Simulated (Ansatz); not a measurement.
Values for one crystal, relaxed and computed with DFT-r²SCAN in the program Ansatz with PAW potentials; other levels are named.

- Volume per atom: 15.36 Å³
- Electronic character: metallic (no gap)
- Density of states at the Fermi level: 0.43 states/eV per atom (mean over ±0.08 eV)
- Formation energy from the elements (no fitted shifts): -1.34 eV/atom

Task: Which compound is it?
A) ZrGe, P-6m2 (Zr on 1a, Ge on 1f)
B) RbP2Rh2, I4/mmm (Rb on 2a, P on 4e, Rh on 4d)
C) GePd, rock salt
D) Hf2N, anti-rutile

Result: D, Hf2N, anti-rutile

Space group P4_2/mnm (anti-rutile). The first step of the workflow began from a Materials Project structure, measured or hypothetical; the Crystallography Open Database copy checked does not list it. Whether it is the stable phase at ambient conditions was not checked. The r²SCAN relaxation kept the symmetry of its start; its stability against distortions is not shown here. No spin polarisation was allowed. The references are the lowest solids computed at this level, not always the standard phases (solids in place of the gases). Spin–orbit coupling is left out wherever it is not named.

Potentials: the later of the program's two PAW sets.
